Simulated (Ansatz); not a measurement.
Rh (fcc (Cu type), Fm-3m) at seven volumes, LDA (plane waves, PAW; program Ansatz), scaled uniformly. One row is withheld.

```csv
V (Å³/atom),P (GPa)
12.034,37.97
12.430,22.97
12.827,10.44
13.224,-0.01
13.620,?
14.017,-15.97
14.414,-21.98
```

Task: Fit the shown pressures and predict the withheld one.

Result: P = (3/2)B₀(x^(7/2) − x^(5/2))[1 + (3/4)(B′ − 4)(x − 1)] with x = (V₀/V)^(2/3). Least squares on the six rows gives V₀ = 13.224 Å³/atom, B₀ = 317 GPa, B′ = 5.06. At V = 13.620, x = 0.9805 and P = -8.68 GPa. The run itself gave -8.72 GPa.

Symmetry was held in the LDA relaxation. No spin polarisation was allowed.

Potentials: the later of the program's two PAW sets.
